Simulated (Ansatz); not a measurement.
**Sr2Pt2Au single point**

The input, for Ansatz 0.2.0 (plane waves, PAW):

```yaml
crystal:
  lattice:
    - [5.068269, 2.956655, 0.0]
    - [5.068269, -2.956655, 0.0]
    - [1.86754, 0.0, -7.981112]
  atoms:
    - { symbol: Pt, position: [0.27382, 0.99836, 0.99744] }
    - { symbol: Pt, position: [0.00164, 0.72618, 0.50256] }
    - { symbol: Pt, position: [0.72618, 0.00164, 0.00256] }
    - { symbol: Pt, position: [0.99836, 0.27382, 0.49744] }
    - { symbol: Au, position: [0.1312, 0.8688, 0.75] }
    - { symbol: Au, position: [0.8688, 0.1312, 0.25] }
    - { symbol: Sr, position: [0.49302, 0.21062, 0.64778] }
    - { symbol: Sr, position: [0.78938, 0.50698, 0.85222] }
    - { symbol: Sr, position: [0.50698, 0.78938, 0.35222] }
    - { symbol: Sr, position: [0.21062, 0.49302, 0.14778] }
  symmetry: { tolerance: 0.0003 }
kpoints:
  mp_grid: { grid: [6, 6, 4], shift: [0, 0, 0] }
  band_path:
    path:
      - [0.0, 0.0, 0.0]
      - [0.33973731, -0.33973731, 0.0]
      - [-0.33973731, -0.66026269, 0.0]
      - [-0.5, -0.5, 0.0]
      - [0.0, 0.0, 0.0]
      - [-0.5, -0.5, -0.5]
      - [-0.31445278, -0.68554722, -0.5]
      - [0.31445278, -0.31445278, -0.5]
      - [0.0, 0.0, -0.5]
      - [0.0, 0.0, 0.0]
      - [0.0, -0.5, -0.5]
    npoints: 6
magnetization:
  spin_polarized: false
scf:
  occupations: { method: fermi_dirac }
  lower_state_search: "off"
  max_iter: 200
hamiltonian:
  pseudopotentials: { kind: paw }
  xc: r2scan
basis:
  ecutwfc: 500
  fft_grid_basis: typed
output:
  forces: true
  stress: true
  eigenvalues: true
  bader: true
  populations: true
  elf: true
  write_potential: true
  volumetric_format: npy
  dos:
    e_range: [-12, 8]
    de: 0.05
    projected: { site_lists: { Au: [Au], Pt: [Pt], Sr: [Sr] } }
checkpoint:
  read: saved_state
```

The saved state is an earlier solution for the same cell, perhaps on another mesh. 

Output (shortened):

```
Free energy (F): -90703.0846 eV
Harris-Foulkes:  -90703.0846 eV  (|F-HF|=1.16e-9)
Internal energy: -90702.9821 eV  (E = F + TS)
E sigma→0 (E₀):  -90703.0334 eV
Entropy (-TS):   -0.1026 eV (-10.257 meV/atom)
Fermi energy:    13.4567 eV
--- Per-component energies (eV) ---
  E_band       = -2162.6912
  E_kinetic    = 4758.6742
  E_local      = -17722.5876  (includes V_loc(G=0)·N_el)
  E_nonlocal   = 1763.5196
  E_hartree    = 6833.9487
  E_xc         = -2096.2030
  E_vxc        = -2685.8404  (∫ρ·V_xc dr)
  E_paw        = -68246.0764  (= ΣΔE_a)
  E_vpaw       = -2113.7922  (= ΣTr[D̂ρ^β])
  E_aug_tail   = 0.0020  (compensation charges beyond the density's cutoff)
  E_vtau       = 169.4361  (kinetic-family band-sum trace: ∫τ·v_τ [+ j·A + Jᵃ·Aᵃ] dr)
  E_ewald      = -15992.3969
  E_core_change = -1.8628  (= ΣΔE_core)
  E_smearing   = -0.1026  (= −TS)
--- Forces (eV/Å), atoms counted from 1 ---
  atom   1  Pt     0.2362     0.2495     0.1712
  atom   2  Pt    -0.2362     0.2495    -0.1712
  atom   3  Pt    -0.2362    -0.2495    -0.1712
  atom   4  Pt     0.2362    -0.2495     0.1712
  atom   5  Au     0.0000     0.5996     0.0000
  atom   6  Au     0.0000    -0.5996     0.0000
  atom   7  Sr    -0.0337    -0.0342    -0.0753
  atom   8  Sr     0.0337    -0.0342     0.0753
  atom   9  Sr     0.0337     0.0342     0.0753
  atom  10  Sr    -0.0337     0.0342    -0.0753
--- Stress (GPa, compression-positive) ---
        0.0795       0.0000      -1.1958
        0.0000      -0.9942       0.0000
       -1.1958       0.0000       3.1497
  P = ⅓ Tr σ = 0.7450 GPa (7.450 kbar)
--- Löwdin populations: 10 sites ---
  site symbol       q [e]
     0     Pt     18.7219
     1     Pt     18.7219
     2     Pt     18.7219
     3     Pt     18.7219
     4     Au     19.1551
     5     Au     19.1551
     6     Sr      8.7349
     7     Sr      8.7349
     8     Sr      8.7349
     9     Sr      8.7349
  spilling = 0.0124 (of n_electrons = 150.0000)
```

Origin: a known structure type with other elements, at an estimated volume, so it need not be a known compound.
